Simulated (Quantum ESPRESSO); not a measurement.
Rh5TaCuAl, input and log of a self-consistent run

A calculation, not a measurement. The program is pw.x of Quantum ESPRESSO 7.5 (plane-wave density functional theory). The cell is made up: eight metal atoms on a face-centred cubic lattice, with elements, volume, strain and displacements drawn at random and not relaxed, so it may be unstable or far from any real phase. PseudoDojo standard norm-conserving files set the functional (PBE unless stated); there is no spin polarisation or spin-orbit coupling, the Fermi-Dirac width of 0.25 eV means electrons at about 2900 K, and the masses in the input are unused placeholders. The copper pseudopotential is less sure than most, with forces differing by about three percent and pressure by about two GPa from a second method on plain copper. Heavy elements are run without spin-orbit coupling, which real alloys of them have. A spin test at this wide smearing found no moment, but such smearing suppresses magnetism that the real alloy may have.

Input:

```
&control calculation='scf', pseudo_dir='./dojo.nc.sr.pbe.v0_5.standard.upf', outdir='./o', disk_io='minimal', tprnfor=.true., tstress=.true. /
&system ibrav=0, nat=8, ntyp=4, nbnd=76, ecutwfc=92.02030273, nosym=.true., tot_charge=0,
 occupations='smearing', smearing='fd', degauss=0.0183746611
/
&electrons conv_thr=1.470e-08, electron_maxstep=70, mixing_beta=0.5 /
ATOMIC_SPECIES
Al 1.0 Al.upf
Cu 1.0 Cu.upf
Rh 1.0 Rh.upf
Ta 1.0 Ta.upf
CELL_PARAMETERS angstrom
0.0 1.8993 1.8993
-3.7985 3.7985 -3.7985
-3.7985 -3.7985 3.7985
ATOMIC_POSITIONS angstrom
Rh -0.0835 0.0345 -0.0227
Ta -3.8335 -2.0433 1.8444
Cu -4.0219 0.0376 0.0191
Rh -3.6973 1.9999 -1.893
Rh -2.1165 -0.0063 1.9996
Al -1.9123 1.792 0.0109
Rh -5.6404 -0.1654 1.7778
Rh -5.6839 1.9447 -0.0843
K_POINTS automatic
9 4 4 1 1 1
```

The log is shortened where brackets say so; the opening notice, blank lines, dates and the lines on written files are dropped, and the path of the files is cut. It prints rydbergs, bohrs and kilobars, and counts compression as positive stress. Its total energy is the free energy E - TS of the whole cell.

```
     Program PWSCF v.7.5
     Parallel version (MPI & OpenMP), running on       4 processor cores
     Number of MPI processes:                 4
     Threads/MPI process:                     1
     [start-up lines left out]
     bravais-lattice index     =            0
     lattice parameter (alat)  =       5.0758  a.u.
     unit-cell volume          =     739.7320 (a.u.)^3
     number of atoms/cell      =            8
     number of atomic types    =            4
     number of electrons       =       120.00
     number of Kohn-Sham states=           76
     kinetic-energy cutoff     =      92.0203  Ry
     charge density cutoff     =     368.0812  Ry
     scf convergence threshold =      1.5E-08
     mixing beta               =       0.5000
     number of iterations used =            8  plain     mixing
     Exchange-correlation= PBE
                           (   1   4   3   4   0   0   0)
     [axes and pseudopotential details left out]
   Cartesian axes
     site n.     atom                  positions (alat units)
         1        Rh     tau(   1) = (  -0.0310869   0.0128443  -0.0084512  )
         2        Ta     tau(   2) = (  -1.4272068  -0.7607178   0.6866676  )
         3        Cu     tau(   3) = (  -1.4973478   0.0139984   0.0071109  )
         4        Rh     tau(   4) = (  -1.3764997   0.7445600  -0.7047613  )
         5        Rh     tau(   5) = (  -0.7879700  -0.0023455   0.7444483  )
         6        Al     tau(   6) = (  -0.7119467   0.6671591   0.0040581  )
         7        Rh     tau(   7) = (  -2.0999132  -0.0615782   0.6618725  )
         8        Rh     tau(   8) = (  -2.1161082   0.7240091  -0.0313848  )
     number of k points=    72  Fermi-Dirac smearing, width (Ry)=  0.0184
                       cart. coord. in units 2pi/alat
        k(    1) = (  -0.0883907   0.0392837   0.0392837), wk =   0.0277778
        k(    2) = (  -0.1767813  -0.0049116   0.0834790), wk =   0.0277778
     [further k points left out]
     Dense  grid:    88281 G-vectors     FFT dimensions: (  32,  75,  75)
     Estimated max dynamical RAM per process >     393.87 MB
     Estimated total dynamical RAM >       1.48 GB
     Initial potential from superposition of free atoms
     starting charge     119.9932, renormalised to     120.0000
     Starting wfcs are   74 randomized atomic wfcs +    2 random wfcs
     total cpu time spent up to now is        4.0 secs
     per-process dynamical memory:   314.9 Mb
     Self-consistent Calculation
     iteration #  1     ecut=    92.02 Ry     beta= 0.50
     Davidson diagonalization with overlap
     ethr =  1.00E-02,  avg # of iterations =  3.0
     total cpu time spent up to now is       15.5 secs
     total energy              =   -1682.21538801 Ry
     estimated scf accuracy    <       7.57092452 Ry
     iteration #  2     ecut=    92.02 Ry     beta= 0.50
     Davidson diagonalization with overlap
     ethr =  6.31E-03,  avg # of iterations =  3.0
     total cpu time spent up to now is       27.5 secs
     total energy              =   -1683.20302632 Ry
     estimated scf accuracy    <      42.80743674 Ry
     iteration #  3     ecut=    92.02 Ry     beta= 0.50
     Davidson diagonalization with overlap
     ethr =  6.31E-03,  avg # of iterations =  2.7
     total cpu time spent up to now is       38.4 secs
     total energy              =   -1686.59099539 Ry
     estimated scf accuracy    <      12.04384606 Ry
     iteration #  4     ecut=    92.02 Ry     beta= 0.50
     Davidson diagonalization with overlap
     ethr =  6.31E-03,  avg # of iterations =  1.1
     total cpu time spent up to now is       47.0 secs
     total energy              =   -1687.06935204 Ry
     estimated scf accuracy    <       3.84283462 Ry
     iteration #  5     ecut=    92.02 Ry     beta= 0.50
     Davidson diagonalization with overlap
     ethr =  3.20E-03,  avg # of iterations =  1.2
     total cpu time spent up to now is       55.8 secs
     total energy              =   -1687.13581618 Ry
     estimated scf accuracy    <       1.60564175 Ry
     [iterations 6 to 15 left out]
     iteration # 16     ecut=    92.02 Ry     beta= 0.50
     Davidson diagonalization with overlap
     ethr =  1.43E-08,  avg # of iterations =  1.0
     total cpu time spent up to now is      158.5 secs
     total energy              =   -1687.08278138 Ry
     estimated scf accuracy    <       0.00001763 Ry
     iteration # 17     ecut=    92.02 Ry     beta= 0.50
     Davidson diagonalization with overlap
     ethr =  1.43E-08,  avg # of iterations =  1.0
     total cpu time spent up to now is      166.7 secs
     total energy              =   -1687.08278200 Ry
     estimated scf accuracy    <       0.00001089 Ry
     iteration # 18     ecut=    92.02 Ry     beta= 0.50
     Davidson diagonalization with overlap
     ethr =  9.07E-09,  avg # of iterations =  1.0
     total cpu time spent up to now is      175.0 secs
     total energy              =   -1687.08278262 Ry
     estimated scf accuracy    <       0.00000044 Ry
     iteration # 19     ecut=    92.02 Ry     beta= 0.50
     Davidson diagonalization with overlap
     ethr =  3.64E-10,  avg # of iterations =  2.0
     total cpu time spent up to now is      184.6 secs
     total energy              =   -1687.08278264 Ry
     estimated scf accuracy    <       0.00000109 Ry
     iteration # 20     ecut=    92.02 Ry     beta= 0.50
     Davidson diagonalization with overlap
     ethr =  3.64E-10,  avg # of iterations =  1.0
     total cpu time spent up to now is      192.9 secs
     End of self-consistent calculation
     [lines on levels left out]
!    total energy              =   -1687.08278272 Ry
     estimated scf accuracy    <       0.00000001 Ry
     smearing contrib. (-TS)   =      -0.10487331 Ry
     internal energy E=F+TS    =   -1686.97790940 Ry
     The total energy is F=E-TS. E is the sum of the following terms:
     one-electron contribution =    -648.61743178 Ry
     hartree contribution      =     404.87825895 Ry
     xc contribution           =    -268.25007410 Ry
     ewald contribution        =   -1174.98866247 Ry
     convergence has been achieved in  20 iterations
     Forces acting on atoms (cartesian axes, Ry/au):
     atom    1 type  3   force =    -0.01423602   -0.00016813   -0.01370458
     atom    2 type  4   force =     0.00885349    0.03885700   -0.00203201
     atom    3 type  2   force =     0.06774911   -0.00211106   -0.03056900
     atom    4 type  3   force =    -0.04153039   -0.07261865    0.01291321
     atom    5 type  3   force =     0.06516988    0.05559368   -0.07731208
     atom    6 type  1   force =    -0.08061418   -0.02580900    0.02660157
     atom    7 type  3   force =    -0.01605112    0.04671347    0.04182956
     atom    8 type  3   force =     0.01065924   -0.04045730    0.04227333
     Total force =     0.208785     Total SCF correction =     0.000672
     Computing stress (Cartesian axis) and pressure
          total   stress  (Ry/bohr**3)                   (kbar)     P=      185.41
   0.00104000   0.00030351  -0.00039641          152.99       44.65      -58.31
   0.00030351   0.00138130   0.00023793           44.65      203.20       35.00
  -0.00039641   0.00023793   0.00135986          -58.31       35.00      200.04
     init_run     :      3.64s CPU      3.81s WALL (       1 calls)
     electrons    :    184.74s CPU    188.95s WALL (       1 calls)
     forces       :      1.70s CPU      1.70s WALL (       1 calls)
     stress       :      5.86s CPU      5.87s WALL (       1 calls)
     [timing details left out]
     PWSCF        :   3m16.11s CPU   3m20.51s WALL
     JOB DONE.
```

In other units: free energy -22953.931 eV for the cell, pressure 18.54 GPa, largest force component 2.073 eV/Å in size. The run took 202 s of wall time with four MPI processes on a shared machine (AMD EPYC, Zen 5, virtual cores), so the time is rough. A rerun of this cell at a higher cutoff and on a denser mesh moved values by no more than 0.007 eV in energy, 0.10 GPa in stress and 0.012 eV/Å in force, and a second program with other atomic files agreed on that cell to 2 % rms in force and 0.5 GPa in pressure.